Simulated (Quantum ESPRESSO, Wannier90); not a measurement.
# Tight-binding from DFT: CsGeBr3 (R3m)

Cell from Materials Project (mp-1068340), symmetrised, no further relaxation. Not found in the COD (Crystallography Open Database) copy used; not checked further. Method: PBEsol plane waves in Quantum ESPRESSO 7.5 (PseudoDojo norm-conserving files, 63 Ry, spinors with spin-orbit coupling), Bloch states on a 4×4×4 mesh through Γ, Wannier90 4.0.1. Density: 6×6×6 mesh, cold smearing 0.01 Ry.

On the energy scale of pw.x, whose zero is arbitrary, the valence-band maximum lies at 4.06 eV.

Input w.win:

```
num_bands = 24
num_wann = 24
exclude_bands = 1-12,19-26,45-72
spinors = true
num_iter = 1000
conv_tol = 1.0e-6
conv_window = 4
num_cg_steps = 100
write_hr = true
write_u_matrices = true
auto_projections = true
begin unit_cell_cart
ang
    3.9692851538    2.2916678520    3.3349700000
   -3.9692851538    2.2916678520    3.3349700000
    0.0000000000   -4.5833357041    3.3349700000
end unit_cell_cart
begin atoms_frac
Cs   0.0013000000  0.0013000000  0.0013000000
Ge   0.4770800000  0.4770800000  0.4770800000
Br   0.0286600000 -0.4945350000 -0.4945350000
Br  -0.4945350000  0.0286600000 -0.4945350000
Br  -0.4945350000 -0.4945350000  0.0286600000
end atoms_frac
mp_grid = 4 4 4
begin kpoints
0.0000000000 0.0000000000 0.0000000000
0.0000000000 0.0000000000 0.2500000000
0.0000000000 0.0000000000 0.5000000000
... (61 more lines: the 4x4x4 mesh through Gamma)
end kpoints
```

Input of pw2wannier90.x that gives the overlap and projection files (equivalent; here they were cut from one run over all bands):

```
&inputpp
  outdir = './out'
  prefix = 'pwscf'
  seedname = 'w'
  write_amn = .true.
  write_mmn = .true.
  scdm_proj = .true.
  scdm_entanglement = 'isolated'
/
```

Output w.wout (banner and timings cut):

```
                                    ------
                                    SYSTEM
                                    ------

                              Lattice Vectors (Ang)
                    a_1     3.969285   2.291668   3.334970
                    a_2    -3.969285   2.291668   3.334970
                    a_3     0.000000  -4.583336   3.334970

                   Unit Cell Volume:     182.01499  (Ang^3)

                        Reciprocal-Space Vectors (Ang^-1)
                    b_1     0.791476   0.456959   0.628010
                    b_2    -0.791476   0.456959   0.628010
                    b_3     0.000000  -0.913917   0.628010

 *----------------------------------------------------------------------------*
 |   Site       Fractional Coordinate          Cartesian Coordinate (Ang)     |
 +----------------------------------------------------------------------------+
 | cs   1   0.00130   0.00130   0.00130   |    0.00000  -0.00000   0.01301    |
 | ge   1   0.47708   0.47708   0.47708   |    0.00000  -0.00000   4.77314    |
 | br   1   0.02866  -0.49453  -0.49454   |    2.07671   1.19899  -3.20294    |
 | br   2  -0.49453   0.02866  -0.49454   |   -2.07671   1.19899  -3.20294    |
 | br   3  -0.49453  -0.49453   0.02866   |    0.00000  -2.39798  -3.20294    |
 *----------------------------------------------------------------------------*
                                ------------
                                K-POINT GRID
                                ------------

             Grid size =  4 x  4 x  4      Total points =   64

 *---------------------------------- MAIN ------------------------------------*
 |  Number of Wannier Functions               :                24             |
 |  Number of Objective Wannier Functions     :                24             |
 |  Number of input Bloch states              :                24             |
 |  Output verbosity (1=low, 5=high)          :                 1             |
 |  Timing Level (1=low, 5=high)              :                 1             |
 |  Optimisation (0=memory, 3=speed)          :                 3             |
 |  Length Unit                               :               Ang             |
 |  Post-processing setup (write *.nnkp)      :                 F             |
 |  Using Gamma-only branch of algorithms     :                 F             |
 *----------------------------------------------------------------------------*
 *------------------------------- WANNIERISE ---------------------------------*
 |  Total number of iterations                :              1000             |
 |  Number of CG steps before reset           :               100             |
 |  Trial step length for line search         :             2.000             |
 |  Convergence tolerence                     :         0.100E-05             |
 |  Convergence window                        :                 4             |
 |  Iterations between writing output         :                 1             |
 |  Iterations between backing up to disk     :               100             |
 |  Write r^2_nm to file                      :                 F             |
 |  Write xyz WF centres to file              :                 F             |
 |  Write on-site energies <0n|H|0n> to file  :                 F             |
 |  Use guiding centre to control phases      :                 F             |
 |  Use phases for initial projections        :                 F             |
 *----------------------------------------------------------------------------*
 *-------------------------------- PLOTTING ----------------------------------*
 |  Plotting Hamiltonian in WF basis          :                 T             |
 *----------------------------------------------------------------------------*

       ... (k-mesh section left out)

 Starting a new Wannier90 calculation ...

 Reading overlaps from w.mmn

 Reading projections from w.amn

 *------------------------------- WANNIERISE ---------------------------------*
 +--------------------------------------------------------------------+<-- CONV
 | Iter  Delta Spread     RMS Gradient      Spread (Ang^2)            |<-- CONV
 +--------------------------------------------------------------------+<-- CONV

 ------------------------------------------------------------------------------
 Initial State
  WF centre and spread    1  (  0.171859,  1.784078,  3.216377 )     4.77102691
  WF centre and spread    2  (  1.653543, -0.746737,  3.179369 )     5.41279087
  WF centre and spread    3  ( -1.594873, -0.722762,  3.193722 )     4.64634837
  WF centre and spread    4  ( -1.554760,  3.196086,  0.281154 )     2.92038351
  WF centre and spread    5  (  3.542367, -0.245777,  0.310222 )     2.29642922
  WF centre and spread    6  (  1.554438,  3.212995,  0.277960 )     2.86337817
  WF centre and spread    7  (  0.302353, -2.328745, -2.870681 )     2.15562315
  WF centre and spread    8  (  1.847561,  1.421117, -2.877855 )     2.38347171
  WF centre and spread    9  ( -1.871529,  1.427362, -2.867791 )     2.20868809
  WF centre and spread   10  (  0.043101, -2.668466, -3.236176 )     6.85994189
  WF centre and spread   11  ( -2.407352,  1.402801, -3.287206 )     8.24847118
  WF centre and spread   12  (  2.419956,  1.348384, -3.262284 )     8.08638462
  WF centre and spread   13  ( -0.013708,  0.168120,  0.133454 )    16.24425771
  WF centre and spread   14  ( -2.850743,  1.821525, -2.942152 )    10.17570959
  WF centre and spread   15  ( -4.282552, -1.430773,  0.338737 )    10.30658489
  WF centre and spread   16  ( -0.918333, -0.390793,  3.744119 )    12.35678816
  WF centre and spread   17  ( -0.017490, -0.325861,  0.027843 )    21.05708226
  WF centre and spread   18  ( -1.562275, -0.826418,  3.304600 )    10.33013000
  WF centre and spread   19  (  0.028938,  1.743129,  3.390039 )    10.18337699
  WF centre and spread   20  (  1.425116, -0.746324,  3.410880 )    10.66927000
  WF centre and spread   21  (  0.621333,  0.293314,  3.972564 )     8.41924057
  WF centre and spread   22  (  3.626352,  2.284028, -2.982812 )    12.34688709
  WF centre and spread   23  (  0.409023, -4.605476, -3.017536 )    13.36996019
  WF centre and spread   24  ( -4.370183, -2.611180,  0.311522 )    18.46635722
  Sum of centres and spreads ( -3.797858,  2.453625,  1.748072 )   206.77858236

      0     0.207E+03     0.0000000000      206.7785823632  <-- CONV
        O_D=     12.6250469 O_OD=    153.5766984 O_TOT=    206.7785824 <-- SPRD
 ------------------------------------------------------------------------------
      1    -0.298E+02    10.1294430936      176.9879970062  <-- CONV
        O_D=      8.5242326 O_OD=    127.8869274 O_TOT=    176.9879970 <-- SPRD
      2    -0.142E+02     8.4898392941      162.8020346676  <-- CONV
        O_D=      6.4702203 O_OD=    115.7549773 O_TOT=    162.8020347 <-- SPRD
      3    -0.145E+02     6.4475478548      148.3413138422  <-- CONV
        O_D=     12.4629785 O_OD=     95.3014983 O_TOT=    148.3413138 <-- SPRD
      4    -0.258E+01    19.7545669747      145.7610423175  <-- CONV
        O_D=     10.2529319 O_OD=     94.9312734 O_TOT=    145.7610423 <-- SPRD
      5    -0.501E+01    10.3799816510      140.7488591522  <-- CONV
        O_D=      7.5006458 O_OD=     92.6713764 O_TOT=    140.7488592 <-- SPRD
       ... (lines left out)
    100    -0.139E+00     2.5070250044       52.2271361620  <-- CONV
        O_D=      0.5995914 O_OD=     11.0507078 O_TOT=     52.2271362 <-- SPRD
       ... (lines left out)
    200    -0.439E-01     0.3944895699       46.1424793146  <-- CONV
        O_D=      0.0097092 O_OD=      5.5559331 O_TOT=     46.1424793 <-- SPRD
       ... (lines left out)
    300    -0.458E-04     0.0112371817       45.4818225291  <-- CONV
        O_D=      0.0070159 O_OD=      4.8979697 O_TOT=     45.4818225 <-- SPRD
       ... (lines left out)
    400    -0.104E-03     0.0136541587       45.4723484655  <-- CONV
        O_D=      0.0069588 O_OD=      4.8885526 O_TOT=     45.4723485 <-- SPRD
       ... (lines left out)
    483    -0.750E-06     0.0014320600       45.4684379156  <-- CONV
        O_D=      0.0069291 O_OD=      4.8846718 O_TOT=     45.4684379 <-- SPRD
    484    -0.645E-06     0.0012632905       45.4684372705  <-- CONV
        O_D=      0.0069291 O_OD=      4.8846712 O_TOT=     45.4684373 <-- SPRD
    485    -0.621E-06     0.0012146217       45.4684366498  <-- CONV
        O_D=      0.0069292 O_OD=      4.8846704 O_TOT=     45.4684366 <-- SPRD
             <<<     Delta < 1.000E-06  over  4 iterations     >>>
             <<< Wannierisation convergence criteria satisfied >>>
 Final State
  WF centre and spread    1  (  0.028923,  1.980306,  3.016137 )     1.56556388
  WF centre and spread    2  (  1.720950, -0.979178,  3.015525 )     1.56536091
  WF centre and spread    3  ( -1.719466, -0.981627,  3.015522 )     1.56537239
  WF centre and spread    4  ( -1.794480,  3.046699,  0.336631 )     1.51355716
  WF centre and spread    5  (  3.526921,  0.022491,  0.321674 )     1.51473844
  WF centre and spread    6  (  1.793106,  3.046186,  0.334821 )     1.51366978
  WF centre and spread    7  (  0.413840, -2.245237, -2.969546 )     1.51105072
  WF centre and spread    8  (  1.739175,  1.493803, -2.983901 )     1.51230571
  WF centre and spread    9  ( -1.739048,  1.492305, -2.982185 )     1.51231425
  WF centre and spread   10  (  0.000183, -3.124909, -2.800388 )     2.98674459
  WF centre and spread   11  ( -2.706247,  1.562470, -2.800362 )     2.98658937
  WF centre and spread   12  (  2.165868,  0.758472, -2.987021 )     1.51277202
  WF centre and spread   13  ( -1.263010,  3.854140,  0.534582 )     2.98643019
  WF centre and spread   14  ( -1.738959,  1.492083, -2.981895 )     1.51219855
  WF centre and spread   15  ( -3.536907,  0.031784,  0.338450 )     1.51356276
  WF centre and spread   16  ( -2.228492, -0.788653,  3.675125 )     1.51338313
  WF centre and spread   17  ( -2.176241,  0.754587, -3.000204 )     1.51381143
  WF centre and spread   18  ( -1.712132, -0.994636,  3.015258 )     1.56566132
  WF centre and spread   19  ( -0.007117,  1.979823,  3.015548 )     1.56504458
  WF centre and spread   20  (  1.720558, -0.979831,  3.015529 )     1.56540460
  WF centre and spread   21  ( -0.000011,  1.458500,  3.869658 )     2.98686008
  WF centre and spread   22  (  3.543936,  0.037580,  0.349193 )     1.51259233
  WF centre and spread   23  (  1.263069, -5.312506, -2.800335 )     2.98678567
  WF centre and spread   24  ( -5.232327, -3.020831,  0.534531 )     2.98666279
  Sum of centres and spreads ( -7.937909,  4.583822,  2.082347 )    45.46843665

         Spreads (Ang^2)       Omega I      =    40.576837014
        ================       Omega D      =     0.006929228
                               Omega OD     =     4.884670408
    Final Spread (Ang^2)       Omega Total  =    45.468436650
```
